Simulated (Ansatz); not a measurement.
Data:

TaS2:
```cif
data_S26Ta13
_chemical_formula_sum 'Ta13 S26'
_space_group_name_H-M_alt 'P 1'
_space_group_IT_number 1
_cell_length_a 11.99737
_cell_length_b 11.99737
_cell_length_c 6.05059
_cell_angle_alpha 90.000
_cell_angle_beta 90.000
_cell_angle_gamma 120.000
loop_
_space_group_symop_operation_xyz
  'x, y, z'
loop_
_atom_site_label
_atom_site_type_symbol
_atom_site_fract_x
_atom_site_fract_y
_atom_site_fract_z
_atom_site_occupancy
Ta1 Ta 0.00000 0.00000 0.00000 1
S1 S 0.12448 0.17496 0.27030 1
S2 S 0.17496 0.05048 0.72970 1
Ta2 Ta 0.07151 0.28999 0.99953 1
S3 S 0.19929 0.48600 0.24169 1
S4 S 0.25208 0.35359 0.73363 1
Ta3 Ta 0.15181 0.63268 0.99966 1
S5 S 0.28671 0.80071 0.24169 1
S6 S 0.33333 0.66667 0.75641 1
Ta4 Ta 0.21848 0.92849 0.99953 1
S7 S 0.35359 0.10151 0.26637 1
S8 S 0.40731 0.97220 0.75868 1
Ta5 Ta 0.28999 0.21848 0.00047 1
S9 S 0.43511 0.40731 0.24132 1
S10 S 0.48600 0.28671 0.75831 1
Ta6 Ta 0.36732 0.51913 0.99966 1
S11 S 0.51400 0.71329 0.24169 1
S12 S 0.56489 0.59269 0.75868 1
Ta7 Ta 0.48087 0.84819 0.99966 1
S13 S 0.59269 0.02780 0.24132 1
S14 S 0.64641 0.89849 0.73363 1
Ta8 Ta 0.51913 0.15181 0.00034 1
S15 S 0.66667 0.33333 0.24359 1
S16 S 0.71329 0.19929 0.75831 1
Ta9 Ta 0.63268 0.48087 0.00034 1
S17 S 0.74792 0.64641 0.26637 1
S18 S 0.80071 0.51400 0.75831 1
Ta10 Ta 0.71001 0.78152 0.99953 1
S19 S 0.82504 0.94952 0.27030 1
S20 S 0.87552 0.82504 0.72970 1
Ta11 Ta 0.78152 0.07151 0.00047 1
S21 S 0.89849 0.25208 0.26637 1
S22 S 0.94952 0.12448 0.72970 1
Ta12 Ta 0.84819 0.36732 0.00034 1
S23 S 0.97220 0.56489 0.24132 1
S24 S 0.02780 0.43511 0.75868 1
Ta13 Ta 0.92849 0.71001 0.00047 1
S25 S 0.05048 0.87552 0.27030 1
S26 S 0.10151 0.74792 0.73363 1
```

This is the PBEsol-relaxed structure.

Task: All from plane-wave PAW PBEsol (Ansatz code), unless another level is named. Give the electronic character.

Result: metallic (no gap).

Task: Predict the density of states at the Fermi level.

Result: 0.12 states/eV per atom (mean over ±0.08 eV).

Task: Next, the gap with spin–orbit coupling?

Result: none (metallic).

Space group P-3. The start of the workflow was typed in or built on a structure type; neither database checked (COD, Materials Project) lists it. COD files the formula under space group No. 42, 164, 166, 194. Whether it is the stable phase at ambient conditions was not checked. The PBEsol relaxation kept the symmetry of its start; its stability against distortions is not shown here. The workflow began spin-polarised and lost its moments. A crystal of weakly bound layers computed without a dispersion correction: the cell and the soft elastic constants depend strongly on that. Scalar-relativistic: spin–orbit coupling is off unless named, which matters more the heavier the elements.

Potentials: the later of the program's two PAW sets.
